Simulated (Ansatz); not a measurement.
Input file for Ansatz (a first-principles code):

Ansatz 0.2 input:
```yaml
crystal:
  lattice:
    - [0.0, 2.297259245, 2.297259245]
    - [2.297259245, 0.0, 2.297259245]
    - [2.297259245, 2.297259245, 0.0]
  atoms:
    - { symbol: Na, position: [0.0, 0.0, 0.0] }
    - { symbol: F, position: [0.5, 0.5, 0.5] }
kpoints:
  mp_grid: { grid: [8, 8, 8] }
hamiltonian:
  xc: hse06
  pseudopotentials: { kind: paw }
scf:
  n_extra_bands: 6
  occupations: { method: fixed }
output:
  eigenvalues: true
  eigenstates:
    e_range: [-9.0, 18.9]
    kpoints:
      - [0.0, 0.0, 0.0]  # VBM
      - [0.0, 0.0, 0.0]  # CBM
      - [0.0, 0.0, 0.0]  # GAMMA
      - [0.5, 0.0, 0.5]  # X
      - [0.5, 0.5, 0.5]  # L
      - [0.5, 0.25, 0.75]  # W
      - [0.375, 0.375, 0.75]  # K
      - [0.625, 0.25, 0.625]  # U
```

Output (shortened):

```
Pseudopotential: Na, paw, valence charge 9
Pseudopotential: F, paw, valence charge 7
Functional definition: HSE06
davidson cushion auto → on  (no smearing: the cushion is to keep the highest requested band from converging to the state above it …
Crystal: 2 atoms, lattice volume = 24.247 Å³
Basis set: ecut = 420 eV, 459 PW (Γ)
Bands: 14, of which v1, the nominal top of the filled ones, is band 8 counted from 1 (7 counted from 0)
Symmetry: 48 space group operations
Space group: Fm-3m (ITA 225), of the structure as read, at distance tolerance 2.9e-5 Å
k-points: 29 of 512
SCF iter   1: F=—  HF=-2297.412595 eV  |F-HF|=—  |Δ(HF+E_count)|=         —  Δρ=5.57e-4  dr2=2.51e-5  ethr=1.77e-3  ⟨swp⟩=2.0  Hψ=2864  notcnv=0
preconditioner: auto → none
SCF iter   2: F=-2297.412721 eV  HF=-2297.412690 eV  |F-HF|=3.03e-5  |Δ(HF+E_count)|=   9.56e-5  Δρ=2.43e-4  dr2=6.79e-6  ethr=1.57e-7  ⟨swp⟩=3.9  Hψ=1274  notcnv=0
SCF 1 stopped early in 2 iterations: F = -2297.412721 eV  dr2 = 6.79e-6
Crystal: 2 atoms, lattice volume = 24.247 Å³
Exchange kernel: α = 0.2500, screened, ω = 0.2079 Å⁻¹, Wigner–Seitz truncation, v(0) = 1046.8470 eV·Å³, q-mesh 8×8×8, nearest image of the exchange supercell L …
Frozen-core exchange: fock
SCF iter   1: F=—  HF=-2297.436694 eV  |F-HF|=—  |Δ(HF+E_count)|=         —  Δρ=9.20e-3  dr2=1.85e-2  ethr=4.24e-7  ⟨swp⟩=5.7  Hψ=1942  notcnv=0
preconditioner: auto → none
SCF iter   2: F=—  HF=-2297.430525 eV  |F-HF|=—  |Δ(HF+E_count)|=   6.17e-3  Δρ=5.22e-3  dr2=2.10e-3  ethr=4.24e-7  ⟨swp⟩=4.1  Hψ=1664  notcnv=0
SCF iter   3: F=—  HF=-2297.432968 eV  |F-HF|=—  |Δ(HF+E_count)|=   2.44e-3  Δρ=1.96e-3  dr2=6.87e-4  ethr=4.24e-7  ⟨swp⟩=3.5  Hψ=1311  notcnv=0
SCF iter   4: F=—  HF=-2297.432746 eV  |F-HF|=—  |Δ(HF+E_count)|=   2.22e-4  Δρ=5.96e-4  dr2=7.82e-5  ethr=4.24e-7  ⟨swp⟩=3.0  Hψ=1330  notcnv=0
iter 5 solved again at ethr=4.30e-9 eV; its pass at ethr=3.35e-7 eV (dr2=6.88e-7 eV) is discarded
SCF iter   5: F=—  HF=-2297.432730 eV  |F-HF|=—  |Δ(HF+E_count)|=   1.55e-5  Δρ=8.91e-5  dr2=1.20e-5  ethr=4.30e-9  ⟨swp⟩=3.0  Hψ=2113  notcnv=0
SCF iter   6: F=—  HF=-2297.432799 eV  |F-HF|=—  |Δ(HF+E_count)|=   6.86e-5  Δρ=3.54e-4  dr2=1.98e-5  ethr=3.87e-9  ⟨swp⟩=4.0  Hψ=1441  notcnv=0
SCF iter   7: F=-2297.432792 eV  HF=-2297.432792 eV  |F-HF|=3.10e-9  |Δ(HF+E_count)|=   6.45e-6  Δρ=4.78e-6  dr2=4.97e-7  ethr=3.87e-9  ⟨swp⟩=4.0  Hψ=1429  notcnv=0
SCF 2 stopped early in 7 iterations: F = -2297.432792 eV  dr2 = 4.97e-7
hybrid outer 1: dexx = +3.278e-3 eV, tail = 8.39e-6 eV
Crystal: 2 atoms, lattice volume = 24.247 Å³
Exchange kernel: α = 0.2500, screened, ω = 0.2079 Å⁻¹, Wigner–Seitz truncation, v(0) = 1046.8470 eV·Å³, q-mesh 8×8×8, nearest image of the exchange supercell L …
Frozen-core exchange: fock
SCF iter   1: F=—  HF=-2297.432857 eV  |F-HF|=—  |Δ(HF+E_count)|=         —  Δρ=1.02e-4  dr2=1.90e-6  ethr=2.62e-7  ⟨swp⟩=2.9  Hψ=965  notcnv=0
preconditioner: auto → none
iter 2 solved again at ethr=1.22e-10 eV; its pass at ethr=1.08e-8 eV (dr2=1.95e-8 eV) is discarded
SCF iter   2: F=-2297.432856 eV  HF=-2297.432856 eV  |F-HF|=2.05e-8  |Δ(HF+E_count)|=   7.17e-7  Δρ=1.98e-5  dr2=3.67e-8  ethr=1.22e-10  ⟨swp⟩=2.8  Hψ=2144  notcnv=0
SCF 3 converged in 2 iterations: F = -2297.432856 eV  dr2 = 3.67e-8
hybrid outer 2: dexx = +1.073e-7 eV, tail = 8.79e-8 eV, Δε = 2.56e-3 eV (about 3.29e-4 eV left of the loop's levels)
the search or the solves at the SCF's close seem to have found levels that the self-consistency loop had missed (the run counts 2) …
NSCF: frozen V_eff on 8 k-points
hybrid SCF converged: 2 outer / 9 inner (+2 warm-up), last move |dexx| = 1.07e-7 eV, tail = 8.79e-8 eV
Stability not checked (fock_operator)
Free energy (F): -2297.432856 eV
Frozen-core exchange: fock
Harris-Foulkes:  -2297.432856 eV  (|F-HF|=2.05e-8)
Internal energy: -2297.432856 eV  (E = F + TS)
E sigma→0 (E₀):  -2297.432856 eV
Fermi energy:    -0.478936 eV
--- Per-component energies (eV) ---
  E_band       = -274.545746
  E_kinetic    = 331.854605
  E_local      = -1680.438675  (includes V_loc(G=0)·N_el)
  E_nonlocal   = 187.574651
  E_hartree    = 597.181743
  E_xc         = -96.491680
  E_vxc        = -122.711769  (∫ρ·V_xc dr)
  E_exx        = -69.916864  (= α·E_x^exact, valence–valence)
  E_paw        = -417.959471  (= ΣΔE_a)
  E_vpaw       = -45.357382  (= ΣTr[D̂ρ^β])
  E_aug_tail   = 0.002119  (compensation charges beyond the density's cutoff)
  E_ewald      = -1149.175173
  E_core_change = -0.064110  (= ΣΔE_core)
  E_smearing   =  0.000000  (= −TS)
  E_closure    =  0.000000  (closes the sum)
  Σ components = -2297.432856   (vs F -2297.432856, Δ=-4.55e-13)
  [band-id]    e_kinetic+e_local+e_nonlocal+2·e_hartree+e_vxc+2·e_exx+e_vpaw+e_augmentation_tail = -274.546694   (vs E_band -274.545746, Δ=-9.48e-4)
--- Band table (eV; the first three rows and the last of 29) ---
  k-point 0: bands = ["-50.5741", "-21.2432", "-20.6939", "-20.6939", "-20.6939", "-0.4789", "-0.4789", "-0.4789", "8.1559", "21.0253", "21.0253", "21.0253", "23.7487", "26.2993"]
  k-point 1: bands = ["-50.5720", "-21.3823", "-20.6955", "-20.6955", "-20.5330", "-0.7759", "-0.5219", "-0.5219", "8.7124", "19.2258", "21.2897", "21.2897", "25.7597", "25.7597"]
  k-point 2: bands = ["-50.5670", "-21.5912", "-20.6995", "-20.6995", "-20.2709", "-1.4033", "-0.6227", "-0.6227", "10.0787", "17.1394", "21.8906", "21.8906", "25.1144", "25.1144"]
  k-point 28: bands = ["-50.5554", "-21.3650", "-20.7945", "-20.7945", "-20.3232", "-1.4128", "-1.4128", "-1.0951", "15.2150", "15.2150", "17.5245", "19.2051", "25.8392", "25.8392"]
```

Cost: around 50 core-seconds (rough) on shared cores.

The points marked VBM and CBM come from a semilocal run.

Symmetry was held in the r²SCAN relaxation; phonons on a q-mesh show no instability.

Potentials: the later of the program's two PAW sets.

Ansatz is a plane-wave DFT program.
